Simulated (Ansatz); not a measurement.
Ansatz (a program for electronic structure) input:

Ansatz 0.2 input:
```yaml
crystal:
  lattice:
    - [1.5771281957, -4.2231107934, 0.0]
    - [1.5771281957, 4.2231107934, 0.0]
    - [0.0, 0.0, 3.0815114184]
  atoms:
    - { symbol: B, position: [0.5613073518, 0.4386926482, 0.75] }
    - { symbol: B, position: [0.4386926482, 0.5613073518, 0.25] }
    - { symbol: W, position: [0.8552365774, 0.1447634226, 0.75] }
    - { symbol: W, position: [0.1447634226, 0.8552365774, 0.25] }
kpoints:
  mp_grid: { grid: [14, 14, 13] }
hamiltonian:
  xc: pbesol
  pseudopotentials: { kind: paw }
scf:
  occupations: { method: fermi_dirac, width: 0.1 }
phonons:
  method: dfpt
  response_accuracy: low
  eigenvectors: true
  rigid_motions: translations
```

Output (shortened):

```
Pseudopotential: B, paw, valence charge 3
Pseudopotential: W, paw, valence charge 14
Functional definition: PBEsol
Crystal: 4 atoms, lattice volume = 41.048 Å³
Basis set: ecut = 420 eV, 813 PW (Γ), exchange–correlation on 64×64×48 points (8 copies of the dense FFT grid, shifted against one another)
Bands: 21, of which v1, the nominal top of the filled ones, is band 17 counted from 1 (16 counted from 0)
Symmetry: 8 space group operations
k-points: 399 of 2548 (irreducible under 4 space group operations, time reversal used)
SCF iter   1: F=—  HF=-20820.160481 eV  |F-HF|=—  |Δ(HF+E_count)|=         —  Δρ=7.01e-3  dr2=3.16e-2  ethr=1.77e-3  ⟨swp⟩=5.2  Hψ=39102  notcnv=0
preconditioner: auto → Kerker (q_TF=auto, 2.644 Å⁻¹)
SCF iter   2: F=—  HF=-20820.153840 eV  |F-HF|=—  |Δ(HF+E_count)|=   6.64e-3  Δρ=3.27e-3  dr2=6.17e-3  ethr=9.29e-5  ⟨swp⟩=1.0  Hψ=11573  notcnv=0
SCF iter   3: F=—  HF=-20820.152254 eV  |F-HF|=—  |Δ(HF+E_count)|=   1.59e-3  Δρ=5.23e-4  dr2=9.48e-5  ethr=1.81e-5  ⟨swp⟩=2.0  Hψ=11901  notcnv=0
SCF iter   4: F=—  HF=-20820.152235 eV  |F-HF|=—  |Δ(HF+E_count)|=   1.86e-5  Δρ=6.46e-5  dr2=1.32e-6  ethr=2.79e-7  ⟨swp⟩=2.1  Hψ=12591  notcnv=0
SCF iter   5: F=—  HF=-20820.152235 eV  |F-HF|=—  |Δ(HF+E_count)|=   3.00e-8  Δρ=1.14e-5  dr2=8.84e-8  ethr=3.87e-9  ⟨swp⟩=2.0  Hψ=12839  notcnv=0
SCF iter   6: F=—  HF=-20820.152235 eV  |F-HF|=—  |Δ(HF+E_count)|=   1.91e-8  Δρ=1.44e-6  dr2=7.19e-10  ethr=2.60e-10  ⟨swp⟩=2.0  Hψ=12012  notcnv=0
SCF iter   7: F=—  HF=-20820.152235 eV  |F-HF|=—  |Δ(HF+E_count)|=  3.64e-11  Δρ=2.56e-7  dr2=1.60e-11  ethr=2.11e-12  ⟨swp⟩=2.2  Hψ=14003  notcnv=0
SCF iter   8: F=-20820.152235 eV  HF=-20820.152235 eV  |F-HF|=1.46e-11  |Δ(HF+E_count)|=  1.82e-11  Δρ=3.00e-8  dr2=3.55e-13  ethr=1.00e-12  ⟨swp⟩=5.8  Hψ=35393  notcnv=0
SCF 1 converged in 8 iterations: F = -20820.152235 eV  dr2 = 3.55e-13
DFPT response loops at Γ: preconditioner auto → Kerker (q_TF=auto, 2.644 Å⁻¹) (partly filled bands, converged f_vac=0.000) …
SCF converged after 8 iterations
Free energy (F): -20820.152235 eV
Harris-Foulkes:  -20820.152235 eV  (|F-HF|=1.46e-11)
Internal energy: -20820.100409 eV  (E = F + TS)
E sigma→0 (E₀):  -20820.126322 eV
Entropy (-TS):   -0.051827 eV (-12.957 meV/atom)
Fermi energy:    21.875768 eV
--- Per-component energies (eV) ---
  E_band       = -120.422463
  E_kinetic    = 1008.202100
  E_local      = -1277.665852  (includes V_loc(G=0)·N_el)
  E_nonlocal   = 27.540337
  E_hartree    = 470.661932
  E_xc         = -598.713575
  E_vxc        = -559.052550  (∫ρ·V_xc dr)
  E_paw        = -17023.683837  (= ΣΔE_a)
  E_vpaw       = -260.770221  (= ΣTr[D̂ρ^β])
  E_aug_tail   = -0.000131  (compensation charges beyond the density's cutoff)
  E_ewald      = -3426.914389
  E_core_change = 0.473006  (= ΣΔE_core)
  E_smearing   = -0.051827  (= −TS)
  E_closure    =  0.000000  (closes the sum)
  Σ components = -20820.152235   (vs F -20820.152235, Δ=0.00e0)
  [band-id]    e_kinetic+e_local+e_nonlocal+2·e_hartree+e_vxc+e_vpaw+e_augmentation_tail = -120.422453   (vs E_band -120.422463, Δ=9.77e-6)
--- Band table (eV; the first three rows and the last of 399) ---
  k-point 0: bands = ["-52.6462", "-52.5342", "-17.3653", "-16.9703", "-16.9634", "-16.7314", "-16.5453", "-16.5261", "7.6147", "12.8012", "16.2703", "16.7954", "17.1333", "17.3217", "19.0258", "20.5478", "21.1502", "21.8596", "23.0662", "23.0668", "24.1385"]
  k-point 1: bands = ["-52.6438", "-52.5351", "-17.3525", "-16.9777", "-16.9649", "-16.7328", "-16.5703", "-16.5352", "7.7182", "12.8999", "16.0389", "16.8792", "17.0572", "17.4038", "18.9098", "20.2472", "21.1328", "21.9816", "22.9874", "23.1049", "24.0896"]
  k-point 2: bands = ["-52.6369", "-52.5377", "-17.3156", "-17.0159", "-16.9492", "-16.7374", "-16.6398", "-16.5629", "8.0209", "13.1757", "15.4406", "16.8669", "17.1092", "17.5987", "18.5751", "19.5158", "21.1566", "22.3160", "22.9866", "23.2226", "24.0431"]
  k-point 398: bands = ["-52.5798", "-52.5741", "-17.4092", "-17.3970", "-16.8407", "-16.7943", "-16.5849", "-16.5782", "10.9210", "11.5428", "15.5498", "16.2301", "17.8404", "17.9223", "18.2577", "18.7793", "20.3759", "21.0709", "21.6410", "22.1730", "24.2564"]
--- Phonons (Γ-DFPT): 6 representative perturbations + reference, on 399 of 2548 k-points (Σ response iterations 18) ---
  ASR residual: 7.527e-4 → 0.000e0 eV/Å²; symmetrization residual: 1.034e-5 eV/Å²
  ASR residual per site (eV/Å²): 2.38e-5 2.38e-5 7.53e-4 7.53e-4
  Γ frequencies (cm⁻¹): 0.00 0.00 0.00 155.95 165.84 206.52 483.36 496.54 562.77 585.09 588.45 673.82
  non-analytic LO–TO correction: not included (Born effective charges unavailable; polar crystals: no LO–TO splitting at Γ)
```

Cost: roughly 5 core-minutes on shared cores.

Space group Cmcm. The first step of the workflow began from a Materials Project structure, measured or hypothetical; the Crystallography Open Database copy checked does not list it. COD files the formula under space group No. 141. Whether it is the stable phase at ambient conditions was not checked. The PBEsol relaxation kept the symmetry of its start; its stability against distortions is not shown here. The run is not spin-polarised. As this level gives no gap, phonon frequencies hold no LO–TO term and depend on the k-mesh and smearing (Fermi–Dirac, 0.1 eV here). Scalar-relativistic: spin–orbit coupling is off unless named, which matters more the heavier the elements.

Potentials: the later of the program's two PAW sets.

Ansatz is a plane-wave DFT program.
